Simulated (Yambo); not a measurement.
BP (wurtzite, space group P6_3mc, No. 186), G0W0@LDA (Yambo, plasmon pole, terminator in G, 6×6×4 mesh): gap Γ → K in eV by bands and screening block.

| bands (W and G) | 2 Ry | 3 Ry | 5 Ry | 6 Ry | 8 Ry |
|---|---|---|---|---|---|
| 19 | 1.47 | 1.47 | 1.61 | 1.64 | [?] |
| 29 | 1.35 | 1.35 | 1.52 | [?] | 1.64 |
| 46 | 1.29 | 1.29 | 1.47 | 1.53 | 1.62 |
| 65 | 1.26 | 1.26 | 1.45 | 1.51 | 1.62 |
| 84 | 1.25 | 1.25 | [?] | 1.51 | 1.62 |

Q: Estimate the withheld gaps from their neighbours; the computed values follow.

A: 
- 19, 8 Ry: 1.70
- 29, 6 Ry: 1.56
- 84, 5 Ry: 1.44

The largest settings aren't shown to be the converged limit.

Geometry relaxed with LDA; primitive cell a = 3.1560 Å, b = 3.1560 Å, c = 5.2363 Å, α = 90.00°, β = 90.00°, γ = 120.00°.

This is not the ordinary phase of the substance; no match was found in the copy of COD used, and its stability was not checked.
